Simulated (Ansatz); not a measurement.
## Structures of Zr2PdC2: which is lowest?

Plane-wave DFT in Ansatz with scalar-relativistic PAW potentials, cutoff 420 eV, Γ-centred meshes chosen by cell and gap, Gaussian smearing with energies taken to zero width. Every cell was relaxed (cell and atoms) in a run of its own, within the symmetry of its start. Functional: PBE.

Relaxed structures (starts from databases or built by putting these elements on another compound's sites):
A. I4/mmm, 5 atoms in the computed cell, a = 4.412 Å, c = 7.293 Å; sites (symmetry × multiplicity) Zr -4m2 × 4, Pd 4/mmm × 2, C 4mm × 4; start: built
B. I4/mmm, 5 atoms in the computed cell, a = 4.124 Å, c = 9.590 Å; sites (symmetry × multiplicity) Zr 4mm × 4, Pd 4/mmm × 2, C -4m2 × 4; start: built

Problem. Rank them by energy. Could pressure change the order?

Solution.
```tsv
structure	group	E − E(lowest) (meV/atom)	V (Å³/atom)	gap on mesh (eV)
B	I4/mmm	0.0	16.31	0.00
A	I4/mmm	58	14.20	0.00
```

B is lowest, 58 meV/atom under A. A is denser by 2.12 Å³/atom, so pressure favours it: ΔE/ΔV, with ΔE in eV and 1 eV/Å³ = 160.2 GPa, gives about 4.4 GPa for equal enthalpy if both cells were rigid, a rough figure since the two compress differently. Other structures may lie lower than all of these, and vibrations aren't counted.